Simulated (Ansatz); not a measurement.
TiBr₂ (CdI2 type, space group No. 164) under volume change, r²SCAN+D4 in the plane-wave PAW code Ansatz, shape and atoms relaxed at each volume.

| V (Å³/atom) | E − E(relaxed) (meV/atom) | P (GPa) |
|---|---|---|
| 21.533 | 19.2 | 3.41 |
| 22.243 | 7.6 | 1.92 |
| 22.952 | 1.7 | 0.79 |
| 23.662 | 0.0 | 0.01 |
| 24.372 | 1.3 | -0.56 |
| 25.082 | 4.4 | -0.85 |
| 25.792 | 8.4 | -0.97 |

Question: What does a third-order Birch–Murnaghan fit give for V₀, B₀ and B′?

Answer: V₀ = 23.66 Å³/atom, B₀ = 21.3 GPa, B′ = 12.5.

Space group P-3m1 (CdI2 type). The workflow started from an entry of the Crystallography Open Database (COD). Its standing as an ambient phase is unchecked. The r²SCAN+D4 relaxation kept the symmetry of its start; whether a distortion lowers the energy is not shown. The run is not spin-polarised. The volume lies over 15 % below that of the usual cell of this phase: another minimum, or an error of the functional.

Potentials: the later of the program's two PAW sets.
